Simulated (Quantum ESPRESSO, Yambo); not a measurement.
G0W0 results for CO$_{2}$

```cif
data_C2O4
_chemical_formula_sum 'C2 O4'
_space_group_name_H-M_alt 'P42/mnm'
_space_group_IT_number 136
_space_group_name_Hall '-P 4n 2n'
_cell_length_a 4.37783
_cell_length_b 4.37783
_cell_length_c 4.76737
_cell_angle_alpha 90.000
_cell_angle_beta 90.000
_cell_angle_gamma 90.000
loop_
_atom_site_label
_atom_site_type_symbol
_atom_site_symmetry_multiplicity
_atom_site_Wyckoff_symbol
_atom_site_fract_x
_atom_site_fract_y
_atom_site_fract_z
_atom_site_occupancy
C1 C 2 a 0.00000 0.00000 0.00000 1
O1 O 4 f 0.18843 0.18843 0.00000 1
```

Cell and atoms were relaxed with PBE+D3(BJ) from Materials Project entry mp-644607, within its symmetry.

Starting point: PBEsol (pw.x of Quantum ESPRESSO, ONCV potentials, without SOC). G0W0 in Yambo: 4×4×4 Γ-centred k mesh, 121 bands and a 7 Ry block in the screening, 121 bands in G with the Bruneval-Gonze terminator, plasmon pole fitted at 27.2 eV.

- PBEsol gap along the band path = 6.57 eV
- PBEsol gap between the mesh's edge points (A → Γ) = 6.57 eV
- G0W0 gap between the same points = 10.31 eV
- PBEsol smallest direct gap on the mesh (at Γ) = 6.94 eV
- G0W0 direct gap at that point = 10.75 eV

```tsv
k point	band	E PBEsol (eV)	E QP (eV)	shift (eV)	Z
Γ	VB	-0.37	-2.72	-2.35	0.84
Γ	CB	6.57	8.03	1.46	0.89
Z	VB	-0.38	-2.71	-2.34	0.84
Z	CB	7.95	10.65	2.70	0.87
X	VB	-0.39	-2.73	-2.34	0.84
X	CB	8.19	11.29	3.10	0.86
R	VB	-0.20	-2.52	-2.32	0.84
R	CB	8.06	11.34	3.28	0.86
M	VB	0.00	-2.28	-2.28	0.84
M	CB	8.31	11.65	3.34	0.85
A	VB	0.00	-2.28	-2.28	0.84
A	CB	7.84	10.86	3.02	0.86
```

Energies count from the PBEsol valence-band maximum.

Nearest settings tried, and what they do to the gap: 79 bands in W, 79 bands in G: +52 meV; 6 Ry block (171 vectors against 195): -21 meV. Not varied: mesh. So the settings aren't converged at that level.

The structure is a Materials Project entry; no match was found in the copy of COD used, and its stability was not checked.
